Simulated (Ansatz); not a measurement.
An Ansatz (a quantum-chemistry and plane-wave program) input:

Ansatz 0.2 input:
```yaml
crystal:
  lattice:
    - [3.21763766, 0.0, 0.0]
    - [0.0, 3.21763766, 0.0]
    - [0.0, 0.0, 3.21763766]
  atoms:
    - { symbol: Au, position: [0.0, 0.0, 0.0] }
    - { symbol: Ti, position: [0.5, 0.5, 0.5] }
kpoints:
  mp_grid: { grid: [9, 9, 9] }
  band_path:
    path:
      - [[0.0, 0.0, 0.0], [0.0, 0.5, 0.0], [0.5, 0.5, 0.0], [0.0, 0.0, 0.0], [0.5, 0.5, 0.5], [0.0, 0.5, 0.0]]  # Γ-X-M-Γ-R-X
      - [[0.5, 0.5, 0.5], [0.5, 0.5, 0.0]]  # R-M
    npoints: 12
basis: { xc_grid: 2 }
hamiltonian:
  xc: pbesol
  pseudopotentials: { kind: paw }
magnetization: { noncollinear: true, spin_orbit: true }
scf:
  n_extra_bands: 13
  convergence: { dr2_threshold: 0.0000000001 }
  occupations: { method: gaussian, width: 0.05 }
output: { eigenvalues: true }
```

### Question
How many symmetry operations and irreducible k-points will the run report?

### Answer
48 operations, 35 of 729 k-points.

### Question
With a cutoff of 420 eV, how many plane waves at Γ?

### Answer
619.

It took around 18 core-seconds (rough) on shared server cores.

Space group Pm-3m (CsCl type). The workflow started from an entry of the Crystallography Open Database (COD). Its standing as an ambient phase is unchecked. The PBEsol relaxation kept the symmetry of its start. At this level the phase is mechanically unstable. No spin polarisation was allowed.

Potentials: the later of the program's two PAW sets.

Ansatz is a plane-wave DFT program.
